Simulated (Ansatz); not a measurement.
## ZnSe at 30 GPa: from Born charge to LO–TO splitting and polaron coupling

The calculation used DFT LDA, scalar-relativistic, plane waves, PAW (Ansatz 0.2.0). Cutoff 420 eV, 10×10×10 k-points (Γ-centred), fixed occupations. No spin polarisation. Phonons by linear response, acoustic sum rule imposed.

The cell, relaxed at 30 GPa:
Space group F-43m (No. 216). a = 5.136 Å, b = 5.136 Å, c = 5.136 Å, α = 90.00°, β = 90.00°, γ = 90.00°
```
atom site symmetry x y z
  Zn    4a      -43m  0.0000  0.0000  0.0000
  Se    4c      -43m  0.2500  0.2500  0.2500
```

The real crystal has changed phase below this pressure. The run warned that the force constants aren't converged on this k mesh, so the frequencies and all that is formed from them are rough.

Linear response gives ν_TO = 318.2 cm⁻¹, Born charges ±1.574 e (positive on Zn) and ε∞ = 7.293. The primitive cell holds 33.874 Å³, and the masses are 65.380 and 78.971 amu.

Task: Find ν_LO and the static dielectric constant.

Result: The long-wave field adds a restoring force: ω_LO² − ω_TO² = Z*²e²/(ε_vac ε∞ μV). In these units ν_LO² − ν_TO² = 4.92064×10⁷ Z*²/(μ V ε∞) cm⁻², with μ = m₁m₂/(m₁ + m₂) = 35.768 amu: 13791 cm⁻². So ν_LO = √(318.2² + 13791) = 339.2 cm⁻¹, and the run gives 339.2. Lyddane–Sachs–Teller then gives ε0 = ε∞ (ν_LO/ν_TO)² = 8.29, against 8.29 in the run (it forms both from the same three quantities, so the match checks the arithmetic only). Between ν_TO and ν_LO the dielectric function is negative and an undamped crystal reflects fully: a reststrahlen band from 29.5 to 31.4 μm.

Task: What do the Clausius–Mossotti polarisability and the Szigeti charge come to?

Result: With the Lorentz local field, α = (3V/4π)(ε∞ − 1)/(ε∞ + 2) = 5.48 Å³ for the pair, and e_S = 3Z*/(ε∞ + 2) = 0.51 e. The Born charge includes the electrons' response to the dipole's own local field, and e_S takes that enhancement out. The Lorentz field assumes point-like polarisable ions, a poor picture once ε∞ is this large, since the electron clouds then overlap or are shared, so both numbers are formal here.

Task: How strongly does a slow electron couple to the LO mode?

Result: For one isotropic parabolic band, Fröhlich's constant is α_F = (1/ε∞ − 1/ε0) √(m* Ry/ħω_LO), with Ry = 13.606 eV, ħω_LO = 42.1 meV and m* in free-electron masses: α_F = 0.0164 × 17.99 × √m* = 0.30 √m*. The band mass isn't part of this run; for m* = 0.1, 0.3 and 1 it gives 0.09, 0.16, 0.30. In weak coupling the polaron lies α_F ħω_LO below the band edge (7 meV at m* = 0.3) with a mass m*(1 + α_F/6); past α_F of about 5 or 6 that expansion fails. A semilocal functional's ε∞ tends to be too large, which taken alone lowers α_F.

Cost: 1 run of about 1.6 core-minutes, on Arm Neoverse V2 (shared hosts).